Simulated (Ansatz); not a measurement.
Here is the system:

Zr3Si2:
```cif
data_Si4Zr6
_chemical_formula_sum 'Zr6 Si4'
_space_group_name_H-M_alt 'P4/mbm'
_space_group_IT_number 127
_space_group_name_Hall '-P 4 2ab'
_cell_length_a 7.10607
_cell_length_b 7.10607
_cell_length_c 3.70895
_cell_angle_alpha 90.000
_cell_angle_beta 90.000
_cell_angle_gamma 90.000
loop_
_atom_site_label
_atom_site_type_symbol
_atom_site_symmetry_multiplicity
_atom_site_Wyckoff_symbol
_atom_site_fract_x
_atom_site_fract_y
_atom_site_fract_z
_atom_site_occupancy
Zr1 Zr 4 h 0.32612 0.17388 0.50000 1
Zr2 Zr 2 a 0.00000 0.00000 0.00000 1
Si1 Si 4 g 0.12188 0.37812 0.00000 1
```

This is the r²SCAN-relaxed structure.

### Question
All from DFT-r²SCAN in the program Ansatz with PAW potentials, unless another level is named. Predict the electronic character.

### Answer
metallic (no gap).

### Question
Predict the density of states at the Fermi level.

### Answer
0.76 states/eV per atom (mean over ±0.08 eV).

### Question
And the formation energy from the elements (no fitted shifts)?

### Answer
-0.94 eV/atom.

The first step of the workflow began from a Materials Project structure, measured or hypothetical; the Crystallography Open Database copy checked does not list it. Its standing as an ambient phase is unchecked. The cell was relaxed with r²SCAN under the symmetry of its start; its stability against distortions is not shown here. The run is not spin-polarised. The references are the lowest solids computed at this level, not always the standard phases. Spin–orbit coupling is left out wherever it is not named.

Potentials: the earlier of the program's two PAW sets.
